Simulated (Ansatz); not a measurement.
Cu₂SnWS₄: relaxation (Ansatz)

Input:

```yaml
crystal:
  lattice:
    - [0.0, 5.435865, 0.0]
    - [5.435865, 0.0, 0.0]
    - [2.717933, 2.717933, -5.434757]
  atoms:
    - { symbol: Sn, position: [0.5, 0.5, 0.0] }
    - { symbol: W, position: [0.0, 0.0, 0.0] }
    - { symbol: S, position: [0.3753, 0.3753, 0.7336] }
    - { symbol: S, position: [0.6247, 0.1089, 0.2664] }
    - { symbol: S, position: [0.8911, 0.8911, 0.7336] }
    - { symbol: S, position: [0.1089, 0.6247, 0.2664] }
    - { symbol: Cu, position: [0.75, 0.25, 0.5] }
    - { symbol: Cu, position: [0.25, 0.75, 0.5] }
  symmetry: { tolerance: 0.0003 }
kpoints:
  mp_grid: { grid: [6, 6, 6], shift: [0, 0, 0] }
magnetization:
  spin_polarized: false
scf:
  occupations: { method: fermi_dirac, width: 0.0196 }
  lower_state_search: "off"
hamiltonian:
  pseudopotentials: { kind: paw }
  xc: pbe
basis:
  ecutwfc: 420
  fft_grid_basis: typed
relax:
  max_steps: 40
  cell: { p_target: 0.0 }
  f_tol: 0.03
output:
  forces: true
  stress: true
  eigenvalues: true
  bader: true
  populations: true
  elf: true
  write_potential: true
  volumetric_format: npy
  dos:
    e_range: [-12, 8]
    de: 0.05
    projected: { site_lists: { Cu: [Cu], S: [S], Sn: [Sn], W: [W] } }
checkpoint:
  read: saved_state
```

Run with:

```bash
ansatz run input.yaml --threads 2 --pin off --max-ram 3584MiB --backend cpu --events-out ev --progress --plain --runs-dir out
```

Origin of the cell: a known structure type with other elements, at an estimated volume, so it need not be a known compound.

The saved state is a converged single point of the same cell.

Excerpt of the output:

```
SCF iter   1: F=—  HF=-33267.982675 eV  Δρ=1.87e-3  dr2=3.96e-3
SCF iter   2: F=—  HF=-33267.983300 eV  Δρ=1.29e-3  dr2=1.54e-3
SCF iter   3: F=—  HF=-33267.983109 eV  Δρ=9.62e-4  dr2=9.80e-4
SCF iter   4: F=—  HF=-33267.982958 eV  Δρ=2.67e-4  dr2=8.72e-5
SCF iter   5: F=—  HF=-33267.982927 eV  Δρ=5.83e-5  dr2=5.13e-6
SCF iter   6: F=—  HF=-33267.982928 eV  Δρ=1.05e-5  dr2=2.52e-7
SCF iter   7: F=-33267.982928 eV  HF=-33267.982928 eV  Δρ=2.55e-6  dr2=1.26e-8
relax step   1: F+E_penalty+E_count = -33267.982928 eV  Δ(F+E_penalty+E_count) = +0.000e0 eV  max|allowed force component| = 1.260e0 eV/Å  Δτ_max = 0.0000 Å  P = +3.399 GPa  Ω = 160.590 Å³  ( […]
relax step   2: F+E_penalty+E_count = -33268.876046 eV  Δ(F+E_penalty+E_count) = -8.931e-1 eV  max|allowed force component| = 5.469e-1 eV/Å  Δτ_max = 0.1377 Å  P = +1.961 GPa  Ω = 166.738 Å³ […]
relax step   3: F+E_penalty+E_count = -33269.098525 eV  Δ(F+E_penalty+E_count) = -2.225e-1 eV  max|allowed force component| = 4.166e-1 eV/Å  Δτ_max = 0.1326 Å  P = +0.375 GPa  Ω = 174.290 Å³ […]
relax step   4: F+E_penalty+E_count = -33269.136144 eV  Δ(F+E_penalty+E_count) = -3.762e-2 eV  max|allowed force component| = 2.711e-1 eV/Å  Δτ_max = 0.0509 Å  P = -1.111 GPa  Ω = 173.736 Å³ […]
relax step   5: F+E_penalty+E_count = -33269.150881 eV  Δ(F+E_penalty+E_count) = -1.474e-2 eV  max|allowed force component| = 4.001e-2 eV/Å  Δτ_max = 0.0228 Å  P = +0.236 GPa  Ω = 171.151 Å³ […]
relax step   6: F+E_penalty+E_count = -33269.153598 eV  Δ(F+E_penalty+E_count) = -2.717e-3 eV  max|allowed force component| = 1.565e-3 eV/Å  Δτ_max = 0.0073 Å  P = +0.029 GPa  Ω = 172.008 Å³ […]
relax step   7: F+E_penalty+E_count = -33269.158085 eV  Δ(F+E_penalty+E_count) = -4.487e-3 eV  max|allowed force component| = 1.732e-3 eV/Å  Δτ_max = 0.0000 Å  P = +0.051 GPa  Ω = 172.008 Å³  stress off target by 8.03e-2 GPa […]
relax step   8: F+E_penalty+E_count = -33269.158183 eV  Δ(F+E_penalty+E_count) = -9.754e-5 eV  max|allowed force component| = 1.719e-3 eV/Å  Δτ_max = 0.0008 Å  P = -0.010 GPa  Ω = 172.098 Å³ […]
relax step   9: F+E_penalty+E_count = -33269.158204 eV  Δ(F+E_penalty+E_count) = -2.196e-5 eV  max|allowed force component| = 1.737e-3 eV/Å  Δτ_max = 0.0000 Å  P = -0.010 GPa  Ω = 172.098 Å³  stress off target by 1.46e-2 GPa […]
SCF 9 converged in 6 iterations: F = -33269.158204 eV  dr2 = 6.19e-11
basis re-selected at this cell: Δ(F+E_penalty+E_count) = -2.196e-5 eV, ΔP = -0.000 GPa vs the last step (what re-selecting the basis moved, of the pressure what is left beyond the Pulay corre […]
SCF converged after 6 iterations
Free energy (F): -33269.158204 eV
Harris-Foulkes:  -33269.158204 eV  (|F-HF|=4.37e-11)
Internal energy: -33269.152978 eV  (E = F + TS)
E sigma→0 (E₀):  -33269.155591 eV
Entropy (-TS):   -0.005227 eV (-0.653 meV/atom)
Fermi energy:    9.233177 eV
--- Per-component energies (eV) ---
  E_band       = -1370.207980
  E_kinetic    = 1661.679931
  E_local      = -14389.665363  (includes V_loc(G=0)·N_el)
  E_nonlocal   = 876.971086
  E_hartree    = 6405.470251
  E_xc         = -1213.202266
  E_vxc        = -910.041675  (∫ρ·V_xc dr)
  E_paw        = -18434.491309  (= ΣΔE_a)
  E_vpaw       = -1420.092281  (= ΣTr[D̂ρ^β])
  E_aug_tail   = 0.000509  (compensation charges beyond the density's cutoff)
  E_ewald      = -8175.915817
  E_smearing   = -0.005227  (= −TS)
  Σ components = -33269.158204   (vs F -33269.158204, Δ=0.00e0)
--- Forces (eV/Å), atoms counted from 1 ---
  atom   1  Sn    -0.000000     0.000000    -0.000000
  atom   2  W     -0.000000     0.000000     0.000000
  atom   3  S      0.000282     0.000282    -0.001737
  atom   4  S      0.000282    -0.000282     0.001737
  atom   5  S     -0.000282    -0.000282    -0.001737
  atom   6  S     -0.000282     0.000282     0.001737
  atom   7  Cu     0.000000    -0.000000    -0.000000
  atom   8  Cu     0.000000     0.000000     0.000000
  max |Σ_I F_I| component: 7.57e-17 eV/Å
--- Stress (GPa, compression-positive) ---
       -0.008301       0.000000       0.000000
        0.000000      -0.008301       0.000000
        0.000000       0.000000      -0.014646
  P = ⅓ Tr σ = -0.0104 GPa (-0.104 kbar)
--- Relaxed structure (7 steps of the walk, 7 accepted, 2 SCFs on fresh bases) ---
  F+E_penalty+E_count = -33269.158204 eV   max|allowed force component| = 1.737e-3 eV/Å   (the final SCF, on the basis selected at the relaxed cell)
  cell:  # Å, volume = 172.0978 Å³
    - [-6.147e-15, 5.830042, 2.681e-7]
    - [5.830042, -6.147e-15, 2.681e-7]
    - [2.915021, 2.915021, -5.063279]
  atoms:
    - { symbol: Sn, position: [0.500000, 0.500000, -3.042e-19] }
    - { symbol: W, position: [-2.262e-19, -1.071e-19, -3.042e-19] }
    - { symbol: S, position: [0.355826, 0.355826, 0.716555] }
    - { symbol: S, position: [0.644174, 0.072381, 0.283445] }
    - { symbol: S, position: [0.927619, 0.927619, 0.716555] }
    - { symbol: S, position: [0.072381, 0.644174, 0.283445] }
    - { symbol: Cu, position: [0.750000, 0.250000, 0.500000] }
    - { symbol: Cu, position: [0.250000, 0.750000, 0.500000] }
--- Löwdin populations: 8 sites ---
  site symbol       q [e]
     0     Sn     13.6209
     1      W     13.4753
     2      S      6.3750
     3      S      6.3750
     4      S      6.3750
     5      S      6.3750
     6     Cu     18.4007
     7     Cu     18.4007
  spilling = 0.006692 (of n_electrons = 90.000000)
--- Bader charges: 8 sites ---
  site symbol  charge [e]  shift [e]
     0     Sn      0.9615     0.0003
     1      W      1.3912     0.0040
     2      S     -0.8346     0.0016
     3      S     -0.8347     0.0016
     4      S     -0.8346     0.0016
     5      S     -0.8346     0.0016
     6     Cu      0.4929     0.0010
     7     Cu      0.4929     0.0010
  estimated error of the sums over rays = 6.1e-4 e
```

Before:

Space group I-42m (No. 121); the run's cell has a = 5.436 Å, b = 5.436 Å, c = 6.657 Å, α = 65.90°, β = 65.90°, γ = 90.00°. Shortest distances: Cu–S 2.30 Å, S–W 2.36 Å, S–Sn 2.45 Å.

After:

Space group I-42m (No. 121); the run's cell has a = 5.830 Å, b = 5.830 Å, c = 6.529 Å, α = 63.48°, β = 63.48°, γ = 90.00°. Shortest distances: S–W 2.28 Å, Cu–S 2.35 Å, S–Sn 2.76 Å, S–S 3.53 Å.

* Free energy lowered by: 146.9 meV/atom
* Volume change: 7.17 %
* Final pressure: -0.01 GPa
* Relaxation steps listed: 9

Caveats: no moments, though an odd count or open d shells may carry them; no spin-orbit coupling, though heavy elements are present; the relaxation held the start's symmetry, so the end may be a saddle point.

It ran for 3.1 min on 2 threads of Arm Neoverse V2 (shared host), peak memory 0.59 GiB, from a saved density.
